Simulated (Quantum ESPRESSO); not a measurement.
Ta4Li4, input and log of a self-consistent run

Simulated, not a measurement. The program is pw.x of Quantum ESPRESSO 7.5 (plane-wave density functional theory). The cell is made up: eight metal atoms on a hexagonal close-packed lattice, with elements, volume, strain and displacements drawn at random and not relaxed, so it may be unstable or far from any real phase. PseudoDojo standard norm-conserving files set the functional (PBE unless stated); there is no spin polarisation or spin-orbit coupling, the Fermi-Dirac width of 0.25 eV means electrons at about 2900 K, and the masses in the input are unused placeholders. Heavy elements are run without spin-orbit coupling, which real alloys of them have. A spin test at this wide smearing found no moment, but such smearing suppresses magnetism that the real alloy may have.

Input:

```
&control calculation='scf', pseudo_dir='./dojo.nc.sr.pbe.v0_5.standard.upf', outdir='./o', disk_io='minimal', tprnfor=.true., tstress=.true. /
&system ibrav=0, nat=8, ntyp=2, nbnd=45, ecutwfc=74.01313486, nosym=.true., tot_charge=0,
 occupations='smearing', smearing='fd', degauss=0.0183746611
/
&electrons conv_thr=1.470e-08, electron_maxstep=70, mixing_beta=0.5 /
ATOMIC_SPECIES
Li 1.0 Li.upf
Ta 1.0 Ta.upf
CELL_PARAMETERS angstrom
-3.05 0.0072 -0.0349
-0.0545 -0.0798 -4.8482
0.0248 -10.5237 -0.1768
ATOMIC_POSITIONS angstrom
Ta 0.0002 0.0357 0.0097
Li -0.0428 -5.4244 -0.0231
Li -0.0191 -3.5154 -2.4462
Ta 0.0288 -8.8774 -2.5681
Li -1.3859 -2.6544 -0.0592
Li -1.5214 -7.9094 -0.1938
Ta -1.5126 -0.9745 -2.4245
Ta -1.6568 -6.2662 -2.5475
K_POINTS automatic
8 5 2 1 1 1
```

The log is shortened where brackets say so; the opening notice, blank lines, dates and the lines on written files are dropped, and the path of the files is cut. It prints rydbergs, bohrs and kilobars, and counts compression as positive stress. Its total energy is the free energy E - TS of the whole cell.

```
     Program PWSCF v.7.5
     Parallel version (MPI & OpenMP), running on       4 processor cores
     Number of MPI processes:                 4
     Threads/MPI process:                     1
     [start-up lines left out]
     bravais-lattice index     =            0
     lattice parameter (alat)  =       5.7641  a.u.
     unit-cell volume          =    1049.7035 (a.u.)^3
     number of atoms/cell      =            8
     number of atomic types    =            2
     number of electrons       =        64.00
     number of Kohn-Sham states=           45
     kinetic-energy cutoff     =      74.0131  Ry
     charge density cutoff     =     296.0525  Ry
     scf convergence threshold =      1.5E-08
     mixing beta               =       0.5000
     number of iterations used =            8  plain     mixing
     Exchange-correlation= PBE
                           (   1   4   3   4   0   0   0)
     [axes and pseudopotential details left out]
   Cartesian axes
     site n.     atom                  positions (alat units)
         1        Ta     tau(   1) = (   0.0000656   0.0117041   0.0031801  )
         2        Li     tau(   2) = (  -0.0140318  -1.7783704  -0.0075733  )
         3        Li     tau(   3) = (  -0.0062619  -1.1525115  -0.8019781  )
         4        Ta     tau(   4) = (   0.0094420  -2.9104243  -0.8419425  )
         5        Li     tau(   5) = (  -0.4543624  -0.8702357  -0.0194085  )
         6        Li     tau(   6) = (  -0.4987856  -2.5930689  -0.0635366  )
         7        Ta     tau(   7) = (  -0.4959006  -0.3194864  -0.7948638  )
         8        Ta     tau(   8) = (  -0.5431760  -2.0543516  -0.8351889  )
     number of k points=    40  Fermi-Dirac smearing, width (Ry)=  0.0184
                       cart. coord. in units 2pi/alat
        k(    1) = (  -0.0619748  -0.0715810  -0.0610394), wk =   0.0500000
        k(    2) = (  -0.0616052   0.0733809  -0.0634295), wk =   0.0500000
     [further k points left out]
     Dense  grid:    90261 G-vectors     FFT dimensions: (  32,  54, 120)
     Estimated max dynamical RAM per process >     205.44 MB
     Estimated total dynamical RAM >     755.66 MB
     Initial potential from superposition of free atoms
     starting charge      63.9781, renormalised to      64.0000
     Starting wfcs are   48 randomized atomic wfcs
     total cpu time spent up to now is        5.7 secs
     per-process dynamical memory:   159.2 Mb
     Self-consistent Calculation
     iteration #  1     ecut=    74.01 Ry     beta= 0.50
     Davidson diagonalization with overlap
     ethr =  1.00E-02,  avg # of iterations =  5.2
     Threshold (ethr) on eigenvalues was too large:
     Diagonalizing with lowered threshold
     Davidson diagonalization with overlap
     ethr =  3.04E-04,  avg # of iterations =  3.8
     total cpu time spent up to now is       28.5 secs
     total energy              =    -578.16538071 Ry
     estimated scf accuracy    <       0.22743222 Ry
     iteration #  2     ecut=    74.01 Ry     beta= 0.50
     Davidson diagonalization with overlap
     ethr =  3.55E-04,  avg # of iterations =  4.7
     total cpu time spent up to now is       39.9 secs
     total energy              =    -578.00486930 Ry
     estimated scf accuracy    <       2.10035823 Ry
     iteration #  3     ecut=    74.01 Ry     beta= 0.50
     Davidson diagonalization with overlap
     ethr =  3.55E-04,  avg # of iterations =  4.2
     total cpu time spent up to now is       51.4 secs
     total energy              =    -578.16416864 Ry
     estimated scf accuracy    <       0.78791869 Ry
     iteration #  4     ecut=    74.01 Ry     beta= 0.50
     Davidson diagonalization with overlap
     ethr =  3.55E-04,  avg # of iterations =  2.5
     total cpu time spent up to now is       60.8 secs
     total energy              =    -578.12425309 Ry
     estimated scf accuracy    <       2.54581573 Ry
     iteration #  5     ecut=    74.01 Ry     beta= 0.50
     Davidson diagonalization with overlap
     ethr =  3.55E-04,  avg # of iterations =  1.3
     total cpu time spent up to now is       69.5 secs
     total energy              =    -578.21410960 Ry
     estimated scf accuracy    <       0.04460799 Ry
     [iterations 6 to 11 left out]
     iteration # 12     ecut=    74.01 Ry     beta= 0.50
     Davidson diagonalization with overlap
     ethr =  4.53E-10,  avg # of iterations =  4.1
     total cpu time spent up to now is      142.0 secs
     total energy              =    -578.21871191 Ry
     estimated scf accuracy    <       0.00000004 Ry
     iteration # 13     ecut=    74.01 Ry     beta= 0.50
     Davidson diagonalization with overlap
     ethr =  5.91E-11,  avg # of iterations =  2.5
     total cpu time spent up to now is      151.9 secs
     total energy              =    -578.21871191 Ry
     estimated scf accuracy    <       0.00000002 Ry
     iteration # 14     ecut=    74.01 Ry     beta= 0.50
     Davidson diagonalization with overlap
     ethr =  3.34E-11,  avg # of iterations =  2.7
     total cpu time spent up to now is      161.6 secs
     total energy              =    -578.21871191 Ry
     estimated scf accuracy    <       0.00000017 Ry
     iteration # 15     ecut=    74.01 Ry     beta= 0.50
     Davidson diagonalization with overlap
     ethr =  3.34E-11,  avg # of iterations =  1.9
     total cpu time spent up to now is      170.5 secs
     total energy              =    -578.21871192 Ry
     estimated scf accuracy    <       0.00000005 Ry
     iteration # 16     ecut=    74.01 Ry     beta= 0.50
     Davidson diagonalization with overlap
     ethr =  3.34E-11,  avg # of iterations =  1.1
     total cpu time spent up to now is      179.0 secs
     End of self-consistent calculation
     [lines on levels left out]
!    total energy              =    -578.21871192 Ry
     estimated scf accuracy    <          1.8E-09 Ry
     smearing contrib. (-TS)   =      -0.11526289 Ry
     internal energy E=F+TS    =    -578.10344903 Ry
     The total energy is F=E-TS. E is the sum of the following terms:
     one-electron contribution =    -335.39103132 Ry
     hartree contribution      =     172.41853278 Ry
     xc contribution           =    -131.14873852 Ry
     ewald contribution        =    -283.98221196 Ry
     convergence has been achieved in  16 iterations
     Forces acting on atoms (cartesian axes, Ry/au):
     atom    1 type  2   force =     0.00119171   -0.02735852    0.00274418
     atom    2 type  1   force =    -0.00168651    0.00132163   -0.00883767
     atom    3 type  1   force =     0.00099542   -0.01579007   -0.00167631
     atom    4 type  2   force =    -0.00646224    0.01244370   -0.00275440
     atom    5 type  1   force =    -0.00297608   -0.00373895    0.00507744
     atom    6 type  1   force =     0.00326932    0.01031089    0.00612142
     atom    7 type  2   force =    -0.00431038    0.06380621   -0.00405666
     atom    8 type  2   force =     0.00997877   -0.04099491    0.00338200
     Total force =     0.086014     Total SCF correction =     0.000170
     Computing stress (Cartesian axis) and pressure
          total   stress  (Ry/bohr**3)                   (kbar)     P=      -74.30
  -0.00089215   0.00002444  -0.00001783         -131.24        3.60       -2.62
   0.00002444  -0.00040716  -0.00005004            3.60      -59.89       -7.36
  -0.00001783  -0.00005004  -0.00021594           -2.62       -7.36      -31.77
     init_run     :      5.34s CPU      5.57s WALL (       1 calls)
     electrons    :    170.49s CPU    173.39s WALL (       1 calls)
     forces       :      1.72s CPU      1.74s WALL (       1 calls)
     stress       :      5.91s CPU      5.94s WALL (       1 calls)
     [timing details left out]
     PWSCF        :   3m 3.63s CPU   3m 6.87s WALL
     JOB DONE.
```

In other units: free energy -7867.066 eV for the cell, pressure -7.43 GPa, largest force component 1.641 eV/Å in size. The run took 189 s of wall time with four MPI processes on a shared machine (Intel Xeon, older, virtual cores), so the time is rough. A rerun of this cell at a higher cutoff and on a denser mesh moved values by no more than 0.002 eV in energy, 0.03 GPa in stress and 0.009 eV/Å in force, and a second program with other atomic files agreed on that cell to 2 % rms in force and 0.5 GPa in pressure.